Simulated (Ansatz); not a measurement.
A structure of SiC relaxed with PBEsol (plane waves to 420 eV, PAW, scalar-relativistic; Ansatz, an electronic-structure program); single points at other levels follow on the same geometry (Ansatz, PAW; HSE06 at 420 eV on a 8×8×2 k-mesh; no spin-orbit coupling). Space group P6₃mc (No. 186).

Space group P6₃mc (No. 186); a = 3.078 Å, b = 3.078 Å, c = 10.076 Å, α = 90.00°, β = 90.00°, γ = 120.00°

| atom | site | symmetry | x | y | z |
|---|---|---|---|---|---|
| Si | 2a | 3m. | 0.0000 | 0.0000 | 0.4997 |
| Si | 2b | 3m. | 0.3333 | 0.6667 | 0.2497 |
| C | 2a | 3m. | 0.0000 | 0.0000 | 0.1871 |
| C | 2b | 3m. | 0.3333 | 0.6667 | 0.4378 |

```
level   gap (eV)      kind  conduction minimum
------  --------  --------  ------------------
PBEsol      2.12  indirect                   M
HSE06        [?]         –                 [?]
```

Task: Some entries are withheld; supply them.

Result: 
- HSE06, gap (eV): 3.14
- HSE06, conduction minimum: M

HSE06 gaps come from a coarse mesh plus a few chosen points, so they may be too large. No spin polarisation in the result.

The run could not lose the symmetry of its start.

It was reached from a disturbed copy of a P6₃mc (No. 186) cell (AFLOW prototype AB_hP8_186_ab_ab (B5, as in SiC)), against which it lies under 1 meV/atom.

The first start was generated by placing the elements on the sites of a structure type. A measured structure of SiC has the same space group, P6₃mc (No. 186); the sites were not compared with it.
